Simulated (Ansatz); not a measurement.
## Elastic constants of Al at 7 GPa (stress–strain coefficients): input and output

Method: Ansatz 0.2.0, DFT LDA, scalar-relativistic, plane waves, PAW.

Launched with:
```bash
ansatz run input.yaml --threads 1 --pin off --max-ram 3072MiB --backend cpu --events-out ev --progress --plain --runs-dir out
```

Input (bare energies are in eV):
```yaml
crystal:
  lattice:
    - [2.7507182005, 0.0, 0.0]
    - [-1.3753591002, 2.3821918403, 0.0]
    - [0.0, 0.0, 4.5215503135]
  atoms:
    - { symbol: Al, position: [0.6666666667, 0.3333333333, 0.75] }
    - { symbol: Al, position: [0.3333333333, 0.6666666667, 0.25] }
basis:
  ecutwfc: 420
kpoints:
  mp_grid: { grid: [18, 18, 10] }
hamiltonian:
  xc: lda
scf:
  occupations: { method: fermi_dirac, width: 0.15 }
output:
  forces: true
  stress: true
  eigenvalues: true
elastic:
  mode: relaxed_ion
  amplitude: 0.005
```

From the output:
```
--- Elastic constants: 3 strain directions × 4 members + reference (group order 24) ---
  dense FFT box of the reference and of every strained cell: 20×20×32
  strains applied: 11, 33, 23; error gains: componentwise 1.00 (the most a stress slope's error grows in a printed constant), spectral 1.41 (1 for all six strains in a standard setting)
  C = ∂σ_k/∂η_j (tension-positive GPa; Voigt order 11 22 33 23 13 12):
       158.484     88.125     85.448     -0.000     -0.000      0.000
        88.125    158.484     85.448      0.000      0.000     -0.000
        85.446     85.446    153.842     -0.000     -0.000     -0.000
         0.000     -0.000      0.000     12.723     -0.000     -0.000
         0.000     -0.000      0.000      0.000     12.723     -0.000
         0.000     -0.000      0.000      0.000      0.000     35.179
  reference stress σ⁰ (GPa):     -7.000     -7.000     -6.999     -0.000     -0.000      0.000
  C* (energy form; C + prestress term) asymmetry max|C*_kj − C*_jk| = 1.614e-3 GPa — a small one proves nothing (zero by symmetry where the batch's group is 432, −43m or m−3m); a large one is finite-difference/SCF noise where every solve ...
  moduli (Voigt/Reuss/Hill, GPa): K = 109.87/109.82/109.84   G = 26.24/20.64/23.44   E = 65.65   ν = 0.400
  mechanically stable: yes (min eigenvalue of sym C = 12.72 GPa)
  harmonic check of the ions' relaxations: strain 23: 1 pair too noisy to judge
  the stresses are not corrected for the forces that the relaxations left standing (`elastic.f_tol`)
  strain η (Voigt 11):  stress-route row diagonal C_11 = 158.48 GPa, energy-path curvature d²(F+E_count+ΔE)/dδ²/Ω₀ = 158.43 GPa
    cells at ±δ against ±2δ: C11 158.74 and 159.50 GPa, apart by 0.48 % of the column's largest entry
         δ    σ_11 (GPa) F (eV) n_scf n_hpsi n_pw
    -1.000e-2      -8.6724       -1025.6556642       2   48870    592   relax 4 steps, max|allowed force component| 2.34e-7 eV/Å
    -5.000e-3      -7.8127       -1025.6632838       2   48761    592   relax 2 steps, max|allowed force component| 2.01e-5 eV/Å
     5.000e-3      -6.2253       -1025.6762404       2   48628    598   relax 2 steps, max|allowed force component| 2.19e-5 eV/Å
     1.000e-2      -5.4824       -1025.6816491       2   48623    604   relax 2 steps, max|allowed force component| 2.23e-5 eV/Å
  strain η (Voigt 33):  stress-route row diagonal C_33 = 153.84 GPa, energy-path curvature d²(F+E_count+ΔE)/dδ²/Ω₀ = 153.83 GPa
    cells at ±δ against ±2δ: C33 154.29 and 155.63 GPa, apart by 0.87 % of the column's largest entry
         δ    σ_33 (GPa) F (eV) n_scf n_hpsi n_pw
    -1.000e-2      -8.6551       -1025.6556939       6   29304    585   relax 0 steps, max|allowed force component| 7.23e-18 eV/Å
    -5.000e-3      -7.7952       -1025.6632950       3   26060    592   relax 0 steps, max|allowed force component| 9.54e-18 eV/Å
     5.000e-3      -6.2523       -1025.6762534       3   26082    598   relax 0 steps, max|allowed force component| 8.96e-18 eV/Å
     1.000e-2      -5.5424       -1025.6817026       4   26650    602   relax 0 steps, max|allowed force component| 9.25e-18 eV/Å
  strain η (Voigt 23):  stress-route row diagonal C_44 = 12.72 GPa, energy-path curvature d²(F+E_count+ΔE)/dδ²/Ω₀ = 16.23 GPa
    cells at ±δ against ±2δ: C44 12.86 and 13.28 GPa, apart by 3.27 % of the column's largest entry
         δ    σ_23 (GPa) F (eV) n_scf n_hpsi n_pw
    -1.000e-2      -0.1328       -1025.6699766       2   77054    594   relax 3 steps, max|allowed force component| 7.27e-6 eV/Å
    -5.000e-3      -0.0643       -1025.6700913       2   76965    593   relax 2 steps, max|allowed force component| 9.92e-6 eV/Å
     5.000e-3       0.0643       -1025.6700913       2   77406    593   relax 3 steps, max|allowed force component| 3.76e-6 eV/Å
     1.000e-2       0.1328       -1025.6699766       2   77037    594   relax 3 steps, max|allowed force component| 7.17e-6 eV/Å
```

The run took 96 s on 1 thread of Intel(R) Xeon(R) 6975P-C (Granite Rapids), with other jobs on the host, peak memory 0.55 GiB.

In a metal, frequencies and elastic constants depend on the k mesh and the smearing, soft modes and shear constants most. Other phases may be more stable at this pressure. The constants from two strain amplitudes disagree, so they are only loosely converged.

The least eigenvalue is 12.7 GPa; in a metal on this mesh the verdict on stability isn't firm within about 20 GPa or a tenth of the bulk modulus.

This form isn't the element's structure at ambient conditions.